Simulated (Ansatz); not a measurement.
### Question
Name crystals whose computed values (r²SCAN in the plane-wave PAW code Ansatz) fall in these windows: electron conductivity mass (mₑ) 0.019 to 0.025; gap (eV) 0.36 to 0.46; HSE06 gap (eV) 0.68 to 0.84.

### Answer


| crystal | electron conductivity mass (mₑ) | gap (eV) | HSE06 gap (eV) |
|---|---|---|---|
| GaSb, zinc blende | 0.023 | 0.42 | 0.77 |
| GaSb, P6_3mc (Ga on 2b, Sb on 2b, Ga on 2a, Sb on 2a) | 0.025 | 0.42 | 0.80 |
Others may fit too.

Not the usual ambient phase: GaSb, P6_3mc (Ga on 2b, Sb on 2b, Ga on 2a, Sb on 2a). All cells were relaxed under the symmetry of their starts (and spin orders); stability against distortions was not tested throughout. Scalar-relativistic: spin–orbit coupling is off unless named, which matters more the heavier the elements.

Potentials: the later of the program's two PAW sets.
